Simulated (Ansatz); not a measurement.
Relaxed-ion elastic tensor of AlIr (CsCl type, space group No. 221) in GPa (Voigt order), the program Ansatz at the PBEsol level (PAW); density 13.63 g/cm³, 13.36 Å³ per atom.

```json
[
 {"": "1", "1": "339", "2": "200", "3": "200", "4": "0.0", "5": "0.0", "6": "0.0"},
 {"": "2", "1": "200", "2": "339", "3": "200", "4": "0.0", "5": "0.0", "6": "0.0"},
 {"": "3", "1": "200", "2": "200", "3": "339", "4": "0.0", "5": "0.0", "6": "0.0"},
 {"": "4", "1": "0.0", "2": "0.0", "3": "0.0", "4": "138", "5": "0.0", "6": "0.0"},
 {"": "5", "1": "0.0", "2": "0.0", "3": "0.0", "4": "0.0", "5": "138", "6": "0.0"},
 {"": "6", "1": "0.0", "2": "0.0", "3": "0.0", "4": "0.0", "5": "0.0", "6": "138"}
]
```

Problem. Is the crystal mechanically stable?

Solution. Yes: the smallest eigenvalue of C is 138 GPa.

Problem. Work out the Voigt, Reuss and Hill averages.

Solution. K_V = 246, K_R = 246, K_H = 246; G_V = 111, G_R = 98.8, G_H = 105 GPa.

Problem. Give Young's modulus, Poisson's ratio, Pugh's ratio and the universal anisotropy index.

Solution. E = 9KG/(3K + G) = 275 GPa; ν = 0.31; K/G = 2.35 (ductile by the Pugh limit of 1.75); A_U = 5G_V/G_R + K_V/K_R − 6 = 0.60.

Problem. Estimate the sound speeds and the Debye temperature.

Solution. v_l = √((K + 4G/3)/ρ) = 5320 m/s, v_t = √(G/ρ) = 2770 m/s, mean 3100 m/s; Θ = (h/k)(3n/4πV)^(1/3) v_m = 389 K.

Problem. Give the Zener ratio and Young's modulus along [100], [110] and [111].

Solution. A = 2C44/(C11 − C12) = 2.00; 1/E = S11 − 2(S11 − S12 − S44/2)Γ with Γ = 0, 1/4, 1/3 gives 190, 289, 350 GPa.

Problem. Solve the Christoffel equation for the three sound speeds along [100], [110], [111].

Solution. Eigenvalues of C_ijkl n_j n_l equal ρv². In km/s, slowest first: [100] 3.19, 3.19, 4.98; [110] 2.25, 3.19, 5.47; [111] 2.60, 2.60, 5.62.

Space group Pm-3m (CsCl type). The first step of the workflow began from a Materials Project structure, measured or hypothetical; the Crystallography Open Database copy checked does not list it. With Al and Ir taken as one species the cell has the higher symmetry Im-3m, so it may be an ordered model of a mixed-site phase. Its standing as an ambient phase is unchecked. The PBEsol relaxation kept the symmetry of its start; of distortions, only those at the zone centre were tested. No spin polarisation was allowed. As this level gives no gap, shear constants depend on the k-mesh and smearing (Fermi–Dirac, 0.1 eV here). Scalar-relativistic: spin–orbit coupling is off unless named, which matters more the heavier the elements.

Potentials: the later of the program's two PAW sets.
